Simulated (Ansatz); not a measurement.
Notes on TlAg3

```xyz
8
Lattice="6.1058 0.0000 0.0000 0.0000 4.8906 0.0000 0.0000 0.0000 5.3040" Properties=species:S:1:pos:R:3 pbc="T T T"
Ag    0.0000    1.2227    3.5171
Ag    3.0529    1.2227    3.5171
Ag    3.0529    3.6680    1.7869
Ag    0.0000    3.6680    1.7869
Ag    1.5265    3.6680    4.3902
Ag    4.5794    1.2227    0.9139
Tl    1.5265    1.2227    0.8948
Tl    4.5794    3.6680    4.4092
```

The numbers come from plane-wave PAW DFT (Ansatz): r2SCAN, no spin polarisation, 500 eV, 6×7×7 Γ-centred k points, fermi-dirac occupations (width 0.1 eV). Nothing was relaxed.

Q: Describe some of the short contacts.

A: Ag–Ag at 3.00 Å: least valence density 0.17 e/Å³ and ELF 0.15 there. Ag–Tl at 3.02 Å: least valence density 0.20 e/Å³ and ELF 0.19 there. These are pseudo-fields; inside the PAW spheres they differ from the all-electron ones.

Q: What is the formation energy?

A: 0.09 eV an atom against the elements' usual phases (free molecules for gases, crystals otherwise, with no correction for O₂ or N₂), so at this geometry it isn't bound against them. Relaxing would lower it.

Q: Where is the largest force?

A: The largest is on Ag5 (and as large on other atoms): 0.18 eV/Å, components (0.00, 0.00, -0.18). It makes 73° with the line to a nearest neighbour, Ag1 at 3.01 Å.

Q: Is there a gap?

A: It is a metal, with about 2.9 states/eV a cell as the mean within 0.25 eV of the Fermi level, mostly Tl p (48 %) and Ag s (23 %).

Origin: a known structure type with other elements, at an estimated volume, so it need not be a known compound.
